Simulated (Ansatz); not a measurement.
# HgRu2N2, a known structure type with other elements, at an estimated volume

```
Hg N Ru
1.0
     3.65226    3.65226    0.00000
     3.65226   -3.65226    0.00000
     0.00000    0.00000   -3.65226
Hg N Ru
1 2 2
Cartesian
  0.0000 0.0000 0.0000
  3.6523 -1.8261 0.0000
  3.6523 1.8261 0.0000
  1.8261 0.0000 -1.8261
  5.4784 0.0000 -1.8261
```

Level: PBE, no spin polarisation; 420 eV; 7×7×9 Γ-centred mesh; fermi-dirac occupations (width 0.1 eV); Ansatz 0.2.0, fixed geometry.

Question: What do density and ELF say about some of the short contacts?

Answer: Hg–N at 1.83 Å: least valence density 1.45 e/Å³ and ELF 0.46 there. Ru–Hg at 2.58 Å: least valence density 0.47 e/Å³ and ELF 0.27 there. These are pseudo-fields; inside the PAW spheres they differ from the all-electron ones.

Question: What happens at the Fermi level?

Answer: It is a metal, with about 12 states/eV a cell as the mean within 0.25 eV of the Fermi level, mostly Ru d (82 %) and N p (15 %).

Question: Which element gives electrons and which takes them?

Answer: Bader charges in e: Hg +0.47, Ru +0.47, N -0.70. In the mean Ru gives up most and N takes most.

Question: Which atom feels the largest force, and which way?

Answer: The largest is on N3 (and as large on other atoms): 5.79 eV/Å, components (0.00, -5.79, 0.00). It makes 180° with the line to a nearest neighbour, Hg1 at 1.83 Å, pointing away from it.

Origin: a known structure type with other elements, at an estimated volume, so it need not be a known compound. Caveats: many states at the Fermi level without spin polarisation, so a magnetic state may lie lower; atoms or cell far from equilibrium.
